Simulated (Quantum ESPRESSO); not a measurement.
# Mo2TaTi2Mg3: one composition in several site orders

Simulated, not a measurement. The program is pw.x of Quantum ESPRESSO 7.5 (plane-wave density functional theory). The cell is made up: eight metal atoms on a face-centred cubic lattice, with elements, volume, strain and displacements drawn at random and not relaxed, so it may be unstable or far from any real phase. PseudoDojo standard norm-conserving files set the functional (PBE unless stated); there is no spin polarisation or spin-orbit coupling, the Fermi-Dirac width of 0.25 eV means electrons at about 2900 K, and the masses in the input are unused placeholders. Heavy elements are run without spin-orbit coupling, which real alloys of them have. A spin test at this wide smearing found no moment, but such smearing suppresses magnetism that the real alloy may have.

The runs put one composition on the sites in different orders. Cell, positions, cutoff, mesh and smearing stay as in the input of run 1; sites are counted in its order. Stress in the tables is positive in tension.

Input of run 1:

```
&control calculation='scf', pseudo_dir='./dojo.nc.sr.pbe.v0_5.standard.upf', outdir='./o', disk_io='minimal', tprnfor=.true., tstress=.true. /
&system ibrav=0, nat=8, ntyp=4, nbnd=62, ecutwfc=84.00895049, nosym=.true., tot_charge=0,
 occupations='smearing', smearing='fd', degauss=0.0183746611
/
&electrons conv_thr=1.470e-08, electron_maxstep=70, mixing_beta=0.5 /
ATOMIC_SPECIES
Mg 1.0 Mg.upf
Mo 1.0 Mo.upf
Ta 1.0 Ta.upf
Ti 1.0 Ti.upf
CELL_PARAMETERS angstrom
-0.0004 -2.1123 -2.1598
2.1404 4.1599 -2.0947
8.554 -4.135 4.2314
ATOMIC_POSITIONS angstrom
Mo 0.1058 0.0377 -0.0505
Ta 4.2703 -2.0158 2.1379
Ti 4.2239 0.0104 -0.0844
Mg 8.4873 -2.065 2.0637
Mo 2.0639 -2.1317 -0.0422
Mg 6.4528 -4.097 2.1215
Ti 2.1633 0.0243 -2.1896
Mg 6.4712 -2.1 -0.1022
K_POINTS automatic
8 5 3 1 1 1
```

| run | elements on sites 1 to 8 | free energy less that of run 1 (eV) | -TS (eV) | pressure (GPa) | stress xx (GPa) | stress yy (GPa) | stress zz (GPa) | stress yz (GPa) | stress xz (GPa) | stress xy (GPa) | iterations |
| --- | --- | --- | --- | --- | --- | --- | --- | --- | --- | --- | --- |
| 1 | Mo Ta Ti Mg Mo Mg Ti Mg | 0.000 | -1.982 | -5.84 | 5.72 | 6.40 | 5.40 | 1.88 | -0.87 | 0.49 | 20 |
| 2 | Mo Mg Ta Ti Mg Mo Ti Mg | 0.529 | -2.015 | -6.34 | 4.64 | 7.44 | 6.96 | 2.78 | 0.07 | 0.63 | 19 |
| 3 | Mg Mg Mo Mg Mo Ti Ti Ta | 0.321 | -1.970 | -6.02 | 4.43 | 6.80 | 6.82 | 2.10 | -0.67 | 1.17 | 19 |
| 4 | Mo Mg Ta Mg Mg Ti Mo Ti | 0.434 | -1.991 | -6.13 | 5.82 | 6.15 | 6.41 | 3.52 | 1.19 | -0.93 | 20 |
| 5 | Ti Ta Mg Mo Mo Mg Ti Mg | 0.493 | -1.990 | -6.23 | 4.88 | 7.12 | 6.69 | 3.55 | 0.58 | -1.27 | 21 |
| 6 | Mg Mo Mg Mg Ti Ti Ta Mo | 0.567 | -1.957 | -6.22 | 4.27 | 7.37 | 7.01 | 2.65 | -1.02 | 1.04 | 18 |

Forces Fx Fy Fz (eV/Å):

| site | run 1 | run 2 | run 3 | run 4 | run 5 | run 6 |
| --- | --- | --- | --- | --- | --- | --- |
| 1 | 0.82 -0.59 0.56 | -0.86 0.37 -0.42 | -0.16 -0.22 0.20 | -0.37 0.06 0.01 | -0.24 -0.12 0.07 | -0.39 -0.11 0.10 |
| 2 | -1.34 0.68 -0.67 | 0.28 -0.14 0.00 | -0.24 0.03 -0.30 | 0.12 -0.07 -0.12 | -1.01 0.67 -0.73 | 0.68 -0.25 0.20 |
| 3 | 0.03 -0.16 0.23 | -0.76 0.15 0.04 | -0.30 -0.01 0.02 | -0.22 -0.03 0.19 | -0.03 -0.29 0.40 | 0.55 -0.33 0.45 |
| 4 | 1.05 -0.06 0.15 | 0.48 -0.24 0.16 | 0.46 0.13 -0.01 | 1.04 0.07 0.04 | 1.51 -0.59 0.61 | 0.31 0.26 -0.09 |
| 5 | 0.31 0.13 -0.20 | 0.30 0.45 -0.34 | 0.40 -0.14 0.29 | 0.09 0.43 -0.32 | 0.34 0.11 -0.17 | 0.57 -0.08 0.19 |
| 6 | 0.20 -0.26 -0.01 | 1.11 -0.48 0.38 | -0.98 -0.04 -0.26 | 0.21 -0.65 0.35 | 0.21 -0.12 -0.18 | -1.61 0.41 -0.56 |
| 7 | -0.32 -0.04 -0.04 | -0.37 -0.33 0.17 | 1.34 -0.39 0.35 | -0.31 -0.40 0.20 | -0.53 0.39 -0.32 | 0.50 -0.13 -0.02 |
| 8 | -0.75 0.30 -0.03 | -0.18 0.21 0.01 | -0.52 0.64 -0.29 | -0.56 0.59 -0.35 | -0.25 -0.04 0.33 | -0.61 0.23 -0.27 |

The sites are displaced and not relaxed, so the energy differences hold strain from misfit and are not ordering energies. A rerun of one cell of this series at a higher cutoff and on a denser mesh moved values by no more than 0.004 eV in energy, 0.03 GPa in stress and 0.003 eV/Å in force, and a second program with other atomic files agreed on that cell to 2 % rms in force and 0.5 GPa in pressure.